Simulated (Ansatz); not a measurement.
B2Ir (MoSi2 or CaC2 type, I4/mmm) at seven volumes, DFT-PBEsol in the program Ansatz with PAW potentials, shape and atoms relaxed at each. One row is withheld.

```csv
V (Å³/atom),P (GPa)
8.022,37.97
8.286,23.16
8.551,?
8.815,0.00
9.080,-8.99
9.344,-16.34
9.609,-22.56
```

### Question
Fit the shown pressures and predict the withheld one.

### Answer
Third-order Birch–Murnaghan: P = (3/2)B₀(x^(7/2) − x^(5/2))[1 + (3/4)(B′ − 4)(x − 1)] with x = (V₀/V)^(2/3). Least squares on the six rows gives V₀ = 8.814 Å³/atom, B₀ = 321.9 GPa, B′ = 4.79. At V = 8.551, x = 1.0204 and P = 10.49 GPa. The run itself gave 10.60 GPa.

A made-up cell: these elements were put on the sites of a structure type; neither database checked (COD, Materials Project) lists it. Whether it is the stable phase at ambient conditions was not checked. Symmetry was held in the PBEsol relaxation; whether a distortion lowers the energy is not shown. The run is not spin-polarised. Spin–orbit coupling is left out wherever it is not named.

Potentials: the earlier of the program's two PAW sets. The files were generated under PBE; for other functionals the program regenerates the frozen cores, and for LDA and PBEsol the local potential too.
